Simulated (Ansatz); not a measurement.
Computed with Ansatz, DFT PBE, scalar-relativistic, plane waves, PAW. Plane waves to 420 eV, a 12×12×12 mesh through Γ for the 6-atom cell and 0.10 eV Gaussian smearing; no spin polarisation.

Formation energies are uncorrected and count from the elements' standard states at the same level.

Question: Find a candidate trigonal metal that holds Al and 2 more elements, with a formation energy near −0.35 eV/atom and about 15 Å³ per atom, in a cell of 6 atoms. Its symmetry should be R-3m (No. 166).

Answer: ScAl₂N₃, space group R-3m (No. 166). Around Sc lie 6 N at 2.27 Å and 2 Al at 2.47 Å; Al is surrounded by 3 N at 1.84 Å and 1 Sc at 2.47 Å; around N lie 2 Al at 1.84 Å and 2 Sc at 2.27 Å.

```xyz
6
Lattice="2.8081 1.6212 3.1897 -2.8081 1.6212 3.1897 0.0000 -3.2425 3.1897" Properties=species:S:1:pos:R:3 pbc="T T T"
Sc    0.0000    0.0000    0.0000
Al    0.0000    0.0000    2.4717
Al    0.0000    0.0000    7.0974
N    -1.4040    0.8106    1.5948
N     0.0000   -1.6212    1.5948
N     1.4040    0.8106    1.5948
```

The volume per atom is 14.52 Å³ and the density is 2.69 g/cm³. The formation energy is −0.35 eV/atom and the gap on the 12×12×12 mesh of the 6-atom cell is 0 eV (a metal).

It was reached by relaxing an invented guess, and it needn't be the stable form of this composition. Other answers may fit too; this one was computed.

A structure relaxed within its symmetry needn't be a true minimum.
